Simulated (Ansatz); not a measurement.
Relaxed-ion elastic tensor of Fe (bcc (W type), Im-3m) in GPa (Voigt order), plane-wave PAW r²SCAN+D4 (Ansatz code); density 7.93 g/cm³, 11.70 Å³ per atom.

```
     1    2    3     4     5     6
-  ---  ---  ---  ----  ----  ----
1  221  152  152   0.0   0.0   0.0
2  152  221  152   0.0   0.0   0.0
3  152  152  221   0.0   0.0   0.0
4  0.0  0.0  0.0  99.5   0.0   0.0
5  0.0  0.0  0.0   0.0  99.5   0.0
6  0.0  0.0  0.0   0.0   0.0  99.5
```

Task: Is the crystal mechanically stable?

Result: Yes: the smallest eigenvalue of C is 69.1 GPa.

Task: Work out the Voigt, Reuss and Hill averages.

Result: K_V = 175, K_R = 175, K_H = 175; G_V = 73.5, G_R = 56.8, G_H = 65.2 GPa.

Task: Give Young's modulus, Poisson's ratio, Pugh's ratio and the universal anisotropy index.

Result: E = 9KG/(3K + G) = 174 GPa; ν = 0.33; K/G = 2.68 (ductile by the Pugh limit of 1.75); A_U = 5G_V/G_R + K_V/K_R − 6 = 1.47.

Task: Estimate the sound speeds and the Debye temperature.

Result: v_l = √((K + 4G/3)/ρ) = 5750 m/s, v_t = √(G/ρ) = 2870 m/s, mean 3220 m/s; Θ = (h/k)(3n/4πV)^(1/3) v_m = 422 K.

Task: Give the Zener ratio and Young's modulus along [100], [110] and [111].

Result: A = 2C44/(C11 − C12) = 2.88; 1/E = S11 − 2(S11 − S12 − S44/2)Γ with Γ = 0, 1/4, 1/3 gives 97.3, 180, 251 GPa.

The r²SCAN+D4 relaxation kept the symmetry of its start. Spin order of the final state: ferromagnetic, chosen from 3 collinear starts compared on coarse meshes (ties went to the first, and starts can fall back to one state), not a proven ground state. Textbook magnetic order: ferromagnetic. Other orbital occupations within this spin state were not tried. The pairwise dispersion correction was not fitted to metals. As this level gives no gap, shear constants depend on the k-mesh and smearing (Fermi–Dirac, 0.1 eV here).

Potentials: the earlier of the program's two PAW sets.
